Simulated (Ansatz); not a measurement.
Relaxed InAs (zinc blende):

```
InAs
1.0
    0.00000     6.18632     6.18632
    3.09316     0.00000     3.09316
    3.09316     3.09316     0.00000
As In
2 2
Direct
  0.37500   0.75000   0.75000
  0.87500   0.75000   0.75000
  0.00000   0.00000   0.00000
  0.50000   0.00000   0.00000
```

The atoms are displaced by Q × the pattern below (from a DFPT mode at L = (0.5, 0.0, 0.0), largest move 1; Q in Å), at fixed cell. It is one choice among 2 degenerate patterns. (q is in reciprocal vectors of the primitive cell; the cell shown is doubled to hold the pattern.)

| atom | x | y | z |
|---|---|---|---|
| As1 | -0.259 | 0.472 | -0.731 |
| As2 | 0.259 | -0.472 | 0.731 |
| In3 | 0.285 | -0.520 | 0.805 |
| In4 | -0.285 | 0.520 | -0.805 |

Computed with PBE (plane waves to 420 eV, PAW, scalar-relativistic; Ansatz, an electronic-structure program). k mesh 9×9×9 (Γ-centred), Fermi-Dirac smearing 0.05 eV. E stands for the smeared free energy. With partly filled bands, energies and forces of such displacements shift with the k mesh and the smearing. At this level the bands of InAs touch or barely overlap; measurements give the solid a gap. InAs was relaxed with its symmetry unable to fall. ΔE is measured from the undisplaced structure. The last digit holds for this mesh only.

```json
[
 {"Q (Å)": "-0.1000", "ΔE (meV/cell)": "11.61"},
 {"Q (Å)": "-0.0833", "ΔE (meV/cell)": "8.03"},
 {"Q (Å)": "-0.0667", "ΔE (meV/cell)": "5.13"},
 {"Q (Å)": "-0.0500", "ΔE (meV/cell)": "withheld"},
 {"Q (Å)": "-0.0333", "ΔE (meV/cell)": "1.28"},
 {"Q (Å)": "-0.0167", "ΔE (meV/cell)": "0.32"},
 {"Q (Å)": "0.0000", "ΔE (meV/cell)": "0.00"},
 {"Q (Å)": "0.0167", "ΔE (meV/cell)": "0.32"},
 {"Q (Å)": "0.0333", "ΔE (meV/cell)": "1.28"},
 {"Q (Å)": "0.0500", "ΔE (meV/cell)": "withheld"},
 {"Q (Å)": "0.0667", "ΔE (meV/cell)": "5.13"},
 {"Q (Å)": "0.0833", "ΔE (meV/cell)": "8.03"},
 {"Q (Å)": "0.1000", "ΔE (meV/cell)": "11.61"}
]
```

Fit an even polynomial form (powers 2, 4) to the given rows and predict ΔE at Q = -0.0500.

Least squares on the 11 given rows: ΔE = (1148)·Q² + (1293)·Q⁴, in meV/cell with Q in Å; root-mean-square residual 0.003 meV/cell. At -0.0500 the fit gives 2.88 meV/cell; the calculation gives 2.88 meV/cell, the same to the digits shown. The quadratic term alone would give 2.87 meV/cell.

(For displaced atoms, the force is minus the slope of the energy, and its curvature is a force constant, which sets phonon frequencies.)
